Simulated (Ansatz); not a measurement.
Rigid (001) slab of Li, space group R-3m (No. 166):

```
CELL_PARAMETERS angstrom
3.05692 0.00000 0.00000
-1.52846 2.64737 0.00000
0.00000 0.00000 26.99658
ATOMIC_POSITIONS crystal
Li 0.66667 0.33333 0.31485
Li 0.00000 0.00000 0.40745
Li 0.66667 0.33333 0.49825
Li 0.33333 0.66667 0.58880
Li 0.66667 0.33333 0.67603
```

These are results of DFT PBEsol, scalar-relativistic, plane waves, PAW (Ansatz), not measurements. Settings: cutoff 420 eV, Γ-centred mesh 12×12×1 on the computed 6-atom cell, Gaussian smearing of 0.10 eV; no spin polarisation. A dipole correction removes the field between periodic images along c.

An adatom of C is held over the places (i/3, j/3) of the 1×1 surface cell, counted from the highest atom (Li), and only its height relaxes; one adatom per 8.1 Å². This grid misses the bridge places.

Task: What is the energy landscape, counted from the lowest point of this grid?

Result: Energies in eV:

| i | j=0 | j=1 | j=2 |
| --- | --- | --- | --- |
| 0 | 1.03 | 0.63 | 0.63 |
| 1 | 0.63 | 0.63 | 0.00 |
| 2 | 0.63 | 0.01 | 0.63 |

Heights over the highest slab atom in Å:

```csv
i,j=0,j=1,j=2
0,2.04,1.65,1.65
1,1.65,1.65,1.00
2,1.65,1.01,1.65
```

The reference crystal is a form of Li, which isn't its usual structure.